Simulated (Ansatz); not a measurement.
# Ga3Se: dependence on the functional

Method: plane-wave DFT with PAW (Ansatz). The atoms stay where they are, in a cell that isn't relaxed at these levels; pressure is positive in compression.

```yaml
crystal:
  lattice:
    - [4.43246, 0.00000, 0.00000]
    - [0.00000, 4.43246, 0.00000]
    - [0.00000, 0.00000, 4.43246]
  atoms:
    - { symbol: Ga, position: [0.00000, 0.50000, 0.50000] }
    - { symbol: Ga, position: [0.50000, 0.00000, 0.50000] }
    - { symbol: Ga, position: [0.50000, 0.50000, 0.00000] }
    - { symbol: Se, position: [0.00000, 0.00000, 0.00000] }
```

```
occupation rule : Gaussian smearing, 0.1 eV
spin treatment  : unpolarised
```

| functional | mesh | cutoff (eV) | gap on mesh (eV) | P (GPa) |
| --- | --- | --- | --- | --- |
| PBEsol | 10×10×10 | 420 | metal | -3.6 |
| LDA | 10×10×10 | 420 | metal | -5.0 |
| HSE06 | 6×6×6 | 420 | metal | -1.3 |

(1) What do the runs give for PBE, r2SCAN?

## Answers

(1) They give:

```json
{"functional": "PBE", "mesh": "10×10×10", "cutoff (eV)": "420", "gap on mesh (eV)": "metal", "P (GPa)": "-0.6"}
{"functional": "r2SCAN", "mesh": "10×10×10", "cutoff (eV)": "500", "gap on mesh (eV)": "metal", "P (GPa)": "-1.8"}
```